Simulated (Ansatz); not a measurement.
An Ansatz input:

```yaml
crystal:
  lattice:
    - [0.0, 3.4543040657, 3.4543040657]
    - [3.4543040657, 0.0, 3.4543040657]
    - [3.4543040657, 3.4543040657, 0.0]
  atoms:
    - { symbol: "Y", position: [0.125, 0.125, 0.125] }
    - { symbol: "Y", position: [0.875, 0.875, 0.875] }
hamiltonian:
  xc: r2scan0
  pseudopotentials:
    kind: paw
    azcp:
      "Y": "pseudopotentials/Y.paw.azcp"
basis:
  ecutwfc: 500
  fft_grid_basis: typed
kpoints:
  mp_grid: { grid: [4, 4, 4], shift: [0, 0, 0] }
magnetization:
  spin_polarized: false
scf:
  occupations: { method: fermi_dirac, width: 0.1 }
output:
  write_density: true
  write_potential: true
  elf: true
  volumetric_format: npy
```

and its output:

```
Engine: ansatz 0.2.0, aarch64-unknown-linux-gnu
Pseudopotentials: kind: paw
Pseudopotential: Y, paw, valence charge 11, recommended cutoff 500 eV (meta_gga) 
Functional definition: r2SCAN0
  parameter a = 0.25
  parameter k0 = 0.174
  parameter k1 = 0.065
  parameter a1 = 4.9479
  exchange = (1 - a)*r2scan_x(k0 = k0, k1 = k1, a1 = a1) + a*exact_x
  correlation = r2scan_c
Crystal: 2 atoms, lattice volume = 82.435 Å³
Basis set: ecut = 500 eV, 2085 PW (Γ), exchange–correlation on 144×144×144 points (64 copies of the dense FFT grid, shifted against one another)
Bands: 15, of which v1, the nominal top of the filled ones, is band 11 counted from 1 (10 counted from 0)
Symmetry: 48 space group operations
Space group: Fd-3m (ITA 227), of the structure as read, at distance tolerance 4.4e-5 Å
k-points: 8 of 64
Non-local potential: Y, projectors of the file, l = 0: 3, l = 1: 2, l = 2: 2, l = 3: 1
PAW form: soft (Blöchl's): semilocal exchange-correlation on the pseudo side does not see the compensation charge
PAW frozen core: Y, regenerated for the run's functional, and the local potential with it (the file was generated under x = pbe(κ = 0.804, μ = 0.2195149727645171), c = pbe(β = 0.06672455060314922))
PAW one-centre angular grid: Y, 590 points (default); XC on 160 Gauss nodes
Initial density: superposition of atomic densities (neutral atoms: chi_scale 0, normalization atom), corrected by the library's trained network
Initial wavefunctions: pseudopotential atomic-orbital guess
Functional: x = r2scan, c = r2scan; τ floored in thin density (d = 2e-4 eV/Å³), warm-up for x = 0.75 r2scan + 0.25 exact, c = r2scan; τ floored in thin density (d = 2e-4 eV/Å³)
SCF iter   1: F=—  HF=-7715.142717 eV  |F-HF|=—  |Δ(HF+E_count)|=         —  Δρ=8.25e-3  dr2=7.84e-2  dr2_τ=5.86e-3  ethr=1.77e-3  ⟨swp⟩=5.6  Hψ=498  notcnv=0
SCF iter   2: F=—  HF=-7715.245487 eV  |F-HF|=—  |Δ(HF+E_count)|=   1.03e-1  Δρ=6.18e-3  dr2=4.97e-2  dr2_τ=4.27e-4  ethr=3.56e-4  ⟨swp⟩=3.0  Hψ=281  notcnv=0
iter 3 solved again at ethr=1.46e-5 eV; its pass at ethr=2.26e-4 eV (dr2=3.22e-3 eV) is discarded
SCF iter   3: F=—  HF=-7715.254653 eV  |F-HF|=—  |Δ(HF+E_count)|=   9.17e-3  Δρ=1.31e-3  dr2=3.26e-3  dr2_τ=2.19e-4  ethr=1.46e-5  ⟨swp⟩=3.6  Hψ=556  notcnv=0
SCF iter   4: F=—  HF=-7715.256619 eV  |F-HF|=—  |Δ(HF+E_count)|=   1.97e-3  Δρ=6.34e-4  dr2=1.01e-3  dr2_τ=9.34e-6  ethr=1.46e-5  ⟨swp⟩=3.0  Hψ=268  notcnv=0
SCF iter   5: F=—  HF=-7715.257087 eV  |F-HF|=—  |Δ(HF+E_count)|=   4.68e-4  Δρ=3.99e-4  dr2=1.23e-4  dr2_τ=2.70e-6  ethr=4.57e-6  ⟨swp⟩=4.4  Hψ=308  notcnv=0
SCF iter   6: F=—  HF=-7715.257267 eV  |F-HF|=—  |Δ(HF+E_count)|=   1.80e-4  Δρ=1.38e-4  dr2=1.78e-5  dr2_τ=9.13e-7  ethr=5.60e-7  ⟨swp⟩=3.5  Hψ=278  notcnv=0
SCF iter   7: F=—  HF=-7715.257300 eV  |F-HF|=—  |Δ(HF+E_count)|=   3.26e-5  Δρ=3.70e-5  dr2=1.32e-6  dr2_τ=3.12e-8  ethr=8.11e-8  ⟨swp⟩=4.4  Hψ=305  notcnv=0
SCF iter   8: F=—  HF=-7715.257304 eV  |F-HF|=—  |Δ(HF+E_count)|=   4.11e-6  Δρ=6.12e-6  dr2=3.57e-8  dr2_τ=7.71e-10  ethr=6.01e-9  ⟨swp⟩=4.9  Hψ=337  notcnv=0
SCF iter   9: F=—  HF=-7715.257304 eV  |F-HF|=—  |Δ(HF+E_count)|=   2.31e-7  Δρ=1.65e-6  dr2=2.92e-9  dr2_τ=1.17e-10  ethr=1.62e-10  ⟨swp⟩=5.4  Hψ=349  notcnv=0
SCF iter  10: F=-7715.257304 eV  HF=-7715.257304 eV  |F-HF|=1.18e-10  |Δ(HF+E_count)|=   5.30e-9  Δρ=2.35e-7  dr2=4.01e-11  dr2_τ=3.07e-12  ethr=1.33e-11  ⟨swp⟩=4.4  Hψ=300  notcnv=0
SCF 1 converged in 10 iterations: F = -7715.257304 eV  dr2 = 4.01e-11
Initial density: handed on by an earlier stage of this run
Initial wavefunctions: those handed on with the density
Functional: x = 0.75 r2scan + 0.25 exact, c = r2scan; τ floored in thin density (d = 2e-4 eV/Å³)
Frozen-core exchange: fock
iter 1 solved again at ethr=2.00e-4 eV; its pass at ethr=1.00e-1 eV (dr2=4.39e-2 eV) is discarded
SCF iter   1: F=—  HF=-7713.809887 eV  |F-HF|=—  |Δ(HF+E_count)|=         —  Δρ=4.60e-3  dr2=5.69e-2  dr2_τ=2.39e-3  ethr=2.00e-4  ⟨swp⟩=4.1  Hψ=504  notcnv=0
SCF iter   2: F=—  HF=-7713.814306 eV  |F-HF|=—  |Δ(HF+E_count)|=   4.42e-3  Δρ=1.85e-3  dr2=7.13e-3  dr2_τ=4.54e-4  ethr=2.00e-4  ⟨swp⟩=3.0  Hψ=241  notcnv=0
SCF iter   3: F=—  HF=-7713.816209 eV  |F-HF|=—  |Δ(HF+E_count)|=   1.90e-3  Δρ=8.57e-4  dr2=6.53e-4  dr2_τ=1.73e-5  ethr=2.19e-5  ⟨swp⟩=3.5  Hψ=311  notcnv=0
SCF iter   4: F=-7713.817131 eV  HF=-7713.817141 eV  |F-HF|=1.00e-5  |Δ(HF+E_count)|=   9.32e-4  Δρ=2.22e-4  dr2=3.53e-5  dr2_τ=1.67e-5  ethr=1.47e-6  ⟨swp⟩=4.4  Hψ=315  notcnv=0
SCF 2 stopped early in 4 iterations: F = -7713.817131 eV  dr2 = 3.53e-5
hybrid outer 1: dexx = +3.664e-2 eV, tail = 1.18e-4 eV
Frozen-core exchange: fock
SCF iter   1: F=—  HF=-7713.817169 eV  |F-HF|=—  |Δ(HF+E_count)|=         —  Δρ=7.24e-5  dr2=3.48e-6  dr2_τ=3.77e-7  ethr=2.69e-6  ⟨swp⟩=4.9  Hψ=316  notcnv=0
SCF iter   2: F=—  HF=-7713.817183 eV  |F-HF|=—  |Δ(HF+E_count)|=   1.42e-5  Δρ=6.56e-5  dr2=1.91e-6  dr2_τ=7.73e-8  ethr=7.67e-9  ⟨swp⟩=4.6  Hψ=335  notcnv=0
SCF iter   3: F=—  HF=-7713.817188 eV  |F-HF|=—  |Δ(HF+E_count)|=   5.09e-6  Δρ=1.77e-5  dr2=4.08e-7  dr2_τ=1.04e-7  ethr=6.67e-9  ⟨swp⟩=4.6  Hψ=337  notcnv=0
iter 4 solved again at ethr=1.95e-11 eV; its pass at ethr=1.62e-9 eV (dr2=4.29e-9 eV) is discarded
SCF iter   4: F=-7713.817188 eV  HF=-7713.817188 eV  |F-HF|=3.05e-9  |Δ(HF+E_count)|=   1.35e-8  Δρ=2.96e-6  dr2=5.50e-9  dr2_τ=2.96e-9  ethr=1.95e-11  ⟨swp⟩=4.1  Hψ=629  notcnv=0  defer=1
SCF 3 converged in 4 iterations: F = -7713.817188 eV  dr2 = 5.50e-9
hybrid outer 2: dexx = +3.023e-5 eV, tail = 3.85e-8 eV, Δε = 9.48e-3 eV (about 2.30e-4 eV left of the loop's levels)
hybrid SCF converged: 2 outer / 8 inner (+10 warm-up), last move |dexx| = 3.02e-5 eV, tail = 3.85e-8 eV
Stability not checked: this state was not tested for a lower state beside it, because the functional holds exact exchange (a hybrid, or Hartree-Fock), whose exchange loop this test does not read (fock_operator; see scf.lower_state_search)
Free energy (F): -7713.817189 eV
Frozen-core exchange: fock
Harris-Foulkes:  -7713.817189 eV  (|F-HF|=3.05e-9)
Internal energy: -7713.800111 eV  (E = F + TS)
E sigma→0 (E₀):  -7713.808650 eV
Entropy (-TS):   -0.017078 eV (-8.539 meV/atom)
Fermi energy:    6.612640 eV
--- Per-component energies (eV) ---
  E_band       = -370.065467
  E_kinetic    = 607.367044
  E_local      = -1571.016360  (includes V_loc(G=0)·N_el)
  E_nonlocal   = 101.697007
  E_hartree    = 522.178133
  E_xc         = -257.121446
  E_vxc        = -334.645467  (∫ρ·V_xc dr)
  E_exx        = -61.117325  (= α·E_x^exact, valence–valence)
  E_paw        = -5696.311974  (= ΣΔE_a)
  E_vpaw       = -112.113696  (= ΣTr[D̂ρ^β])
  E_aug_tail   = 0.000006  (compensation charges beyond the density's cutoff)
  E_vtau       = 16.524736  (kinetic-family band-sum trace: ∫τ·v_τ [+ j·A + Jᵃ·Aᵃ] dr)
  E_ewald      = -1358.555248
  E_core_change = -0.919949  (= ΣΔE_core)
  E_smearing   = -0.017078  (= −TS)
  E_closure    = -0.000000  (closes the sum)
  Σ components = -7713.817189   (vs F -7713.817189, Δ=-9.09e-13)
--- Band table (eV; the first three rows and the last of 8) ---
  k-point 0: bands = ["-41.5653", "-41.1894", "-20.0025", "-20.0025", "-20.0025", "-19.2731", "-19.2731", "-19.2731", "1.7236", "6.2399", "6.2399", "8.0309", "8.0309"]
  k-point 1: bands = ["-41.5262", "-41.2292", "-20.0533", "-20.0533", "-20.0190", "-19.2756", "-19.2205", "-19.2205", "2.6201", "6.0799", "6.0799", "7.8953", "8.0525"]
  k-point 2: bands = ["-41.4719", "-41.2845", "-20.0968", "-20.0968", "-20.0431", "-19.2687", "-19.1744", "-19.1744", "4.4422", "5.2657", "6.2387", "6.2387", "8.0712"]
  k-point 7: bands = ["-41.3784", "-41.3784", "-20.2056", "-20.2056", "-19.6504", "-19.6504", "-19.0753", "-19.0753", "4.9707", "4.9707", "7.1978", "7.1978", "8.2214"]
  guard bands above this table: 2 of the run's 15 bands. The solve was not asked for them (output.publish_guard_bands: true or output.eigenvalues: true publishes all)
```

Launched by

```sh
ansatz run input.yaml --threads 4 --pin off --max-ram 8192MiB --backend cpu --events-out ev --progress --plain --runs-dir out
```

On 4 threads of Arm Neoverse N1 (shared host) this took about 9.8 s of wall time and 32 s of CPU time, with 1.3 GiB at the peak.
